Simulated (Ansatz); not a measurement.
SrTe:
Space group Fm-3m (No. 225); a = b = c = 6.7058 Å, α = β = γ = 90.00°

| atom | site | symmetry | x | y | z |
|---|---|---|---|---|---|
| Sr | 4a | m-3m | 0.0000 | 0.0000 | 0.0000 |
| Te | 4b | m-3m | 0.5000 | 0.5000 | 0.5000 |
(The calculation used a cell of 2 atoms; values per cell refer to that cell.)

Relaxed with r²SCAN. The program Ansatz at the r²SCAN level (PAW) gives a gap of 2.17 eV.

Task: What gap does HSE06 give on the same cell (Ansatz, PAW)?

Result: 2.49 eV, 0.32 eV more. The hybrid was solved on a coarser mesh and at special points; its gap is the smallest among all of these.

```
k  v1 r²SCAN  c1 r²SCAN  v1 HSE06  c1 HSE06
-  ---------  ---------  --------  --------
Γ       0.00       3.52         ?         ?
X      -0.74       2.17     -0.80      2.49
L      -1.05       4.37         ?         ?
W      -1.46       4.42         ?         ?
K      -0.93       3.28         ?         ?
```

Task: Top valence (v1) and lowest conduction level (c1) in eV from each method's valence maximum (which need not be a listed point): supply the withheld HSE06 values.

Result: 
- K, v1 HSE06: -1.00
- K, c1 HSE06: 3.63
- L, v1 HSE06: -1.12
- L, c1 HSE06: 4.59
- Γ, v1 HSE06: 0.00
- Γ, c1 HSE06: 3.60
- W, v1 HSE06: -1.57
- W, c1 HSE06: 4.83

Cost on shared cores: the r²SCAN run (SCF on a 7×7×7 mesh, then bands and DOS) around 23 core-seconds (rough), the HSE06 run (SCF on 5×5×5, then a few points) about 90 core-seconds (a rough figure); the tasks are unlike.

The cell was relaxed with r²SCAN under the symmetry of its start. Spin–orbit coupling is left out wherever it is not named.

Potentials: the later of the program's two PAW sets.
